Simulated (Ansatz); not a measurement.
Given:

BP:
```
BP
1.0
    3.20019     0.00000     0.00000
   -1.60009     2.77144     0.00000
    0.00000     0.00000     7.59164
B P
2 2
Direct
  0.33333   0.66667   0.25000
  0.66667   0.33333   0.75000
  0.33333   0.66667   0.75000
  0.66667   0.33333   0.25000
```

This is the PBE+D3(BJ)-relaxed structure.

### Question
All from plane-wave PAW PBE+D3(BJ) (Ansatz code), unless another level is named. Predict the bulk modulus (Birch–Murnaghan fit).

### Answer
14.9 GPa.

### Question
And the highest zone-centre frequency (without LO–TO term)?

### Answer
962 cm^-1.

Space group P6_3/mmc. The cell is a constructed one: a structure type filled with these elements; neither database checked (COD, Materials Project) lists it. It is not the phase usual at ambient conditions (space group No. 216). Symmetry was held in the PBE+D3(BJ) relaxation; phonons on a q-mesh show weakly imaginary modes.

Potentials: the later of the program's two PAW sets.
